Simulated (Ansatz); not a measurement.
Data:

V:
```
V
1.0
   -1.48890     1.48890     1.48890
    1.48890    -1.48890     1.48890
    1.48890     1.48890    -1.48890
V
1
Cartesian
  0.00000   0.00000   0.00000
```

This is the r²SCAN+D4-relaxed structure.

Problem. All from r²SCAN+D4 in the plane-wave PAW code Ansatz, unless another level is named. Give the Young's modulus.

Solution. 81.0 GPa.

Problem. Next, the elastic constants (relaxed ions, GPa)?

Solution. C11 = 282, C12 = 153, C44 = 15.1.

Space group Im-3m (bcc (W type)). The r²SCAN+D4 relaxation kept the symmetry of its start. The workflow began spin-polarised and lost its moments. The pairwise dispersion correction was not fitted to metals. As this level gives no gap, shear constants depend on the k-mesh and smearing (Fermi–Dirac, 0.1 eV here). On the denser mesh and wider smearing of the elastic run this cell carries a stress of 0.4 GPa.

Potentials: the earlier of the program's two PAW sets.
